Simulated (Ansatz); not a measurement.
Here is the system:

BC$_{5}$:
```yaml
crystal:
  lattice:
    - [2.54530, 0.00000, 0.00000]
    - [-1.27265, 2.20430, 0.00000]
    - [0.00000, 0.00000, 6.37074]
  atoms:
    - { symbol: B, position: [0.00000, 0.00000, 0.00379] }
    - { symbol: C, position: [0.33333, 0.66667, 0.11098] }
    - { symbol: C, position: [0.33333, 0.66667, 0.34596] }
    - { symbol: C, position: [0.66667, 0.33333, 0.42880] }
    - { symbol: C, position: [0.66667, 0.33333, 0.67185] }
    - { symbol: C, position: [0.00000, 0.00000, 0.75091] }
```

This is the r²SCAN-relaxed structure.

Task: All from r²SCAN in the plane-wave PAW code Ansatz, unless another level is named. Predict the electronic character.

Result: metallic (no gap).

Task: What about the density of states at the Fermi level?

Result: 0.12 states/eV per atom (mean over ±0.08 eV).

Task: And the formation energy from the elements (no fitted shifts)?

Result: 0.24 eV/atom.

Space group P3m1. The start of the workflow was typed in or built on a structure type; the Crystallography Open Database copy checked does not list it. Its standing as an ambient phase is unchecked. The r²SCAN relaxation kept the symmetry of its start; whether a distortion lowers the energy is not shown. Its formation energy is positive at this level, so the cell may be metastable or incomplete. The references are the lowest solids computed at this level, not always the standard phases.

Potentials: the earlier of the program's two PAW sets.
